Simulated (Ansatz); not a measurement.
WC₂ in space group P6_3/mmc (No. 194; W on 2c, C on 4f), the program Ansatz at the PBE+D3(BJ) level (PAW), all energies at zero smearing, with the estimated change up to a 700 eV cutoff added, with one set of potentials and settings (totals compare only within such a set). Cell of 6 atoms (2 W, 4 C): -21769.143 eV.

```json
[
 {"element": "W", "reference phase": "Im-3m, 1 atoms in the cell", "E (eV/atom)": "-10386.6089"},
 {"element": "C", "reference phase": "P6_3/mmc, 4 atoms in the cell", "E (eV/atom)": "-251.0872"}
]
```

Formation energy per atom, worked out: (-21769.143 − 2×(-10386.6089) − 4×(-251.0872))/6 = 1.404 eV/atom (135 kJ per mol of atoms), at 0 K, without zero-point energy or fitted corrections.

The start of the workflow was typed in or built on a structure type; neither database checked (COD, Materials Project) lists it. Its standing as an ambient phase is unchecked. The PBE+D3(BJ) relaxation kept the symmetry of its start; whether a distortion lowers the energy is not shown. No spin polarisation was allowed. Its formation energy is positive at this level, so the cell may be metastable or incomplete. The references are the lowest solids computed at this level, not always the standard phases. Scalar-relativistic: spin–orbit coupling is off unless named, which matters more the heavier the elements.

Potentials: the earlier of the program's two PAW sets.
